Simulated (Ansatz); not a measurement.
**Au: two-dimensional strain map**

The calculation used DFT r2SCAN, scalar-relativistic, plane waves, PAW (Ansatz). Cutoff 500 eV, Γ-centred 20×20×20 k-points, Gaussian smearing of 0.15 eV. Spin–orbit coupling is left out, which can shift energies with elements as heavy as these. No spin polarisation. Energies are free energies at this smearing, counted from the undisturbed cell; pressure is positive in compression.

The starting cell (as given, not relaxed at this level; it stands at -4.7 GPa; this bcc form isn't the usual structure):

```yaml
crystal:
  lattice:
    - [-1.65727, 1.65727, 1.65727]
    - [1.65727, -1.65727, 1.65727]
    - [1.65727, 1.65727, -1.65727]
  atoms:
    - { symbol: Au, position: [0.00000, 0.00000, 0.00000] }
```

The cell is strained by p along both x and y and by q along z, fractional coordinates fixed. Points are written (p, q).

Energy above the undisturbed cell in meV/atom (a dash: not computed):

```csv
p \ q,-0.030,-0.015,0.000,0.015,0.030
-0.030,19.0,5.3,-3.8,-8.8,?
-0.015,-3.9,–,-9.5,–,?
0.000,-9.5,-6.5,0.0,?,21.7
0.015,-0.8,–,22.1,–,54.9
0.030,?,36.1,54.5,–,97.0
```

Q: Fill in the withheld energies.

A: (-0.030, 0.030): -10.2; (-0.015, 0.030): -0.8; (0.000, 0.015): 9.6; (0.030, -0.030): 19.7.